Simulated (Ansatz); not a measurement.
Given:

BP:
```xyz
2
Lattice="0.0000 2.2683 2.2683 2.2683 0.0000 2.2683 2.2683 2.2683 0.0000" Properties=species:S:1:pos:R:3 pbc="T T T"
P      3.4025     3.4025     3.4025
B      0.0000     0.0000     0.0000
```

This is the r²SCAN-relaxed structure.

Question: All from plane-wave PAW r²SCAN (Ansatz code), unless another level is named. Predict the Debye temperature from the elastic constants.

Answer: 1100 K.

Question: Give the zero-point energy.

Answer: 102.5 meV/atom.

Question: And the highest zone-centre frequency (without LO–TO term)?

Answer: 818 cm⁻¹.

Question: And the elastic constants (relaxed ions, GPa)?

Answer: C11 = 361, C12 = 73.5, C44 = 197.

Space group F-43m (zinc blende). The cell was relaxed with r²SCAN under the symmetry of its start; phonons on a q-mesh show no instability.

Potentials: the later of the program's two PAW sets.
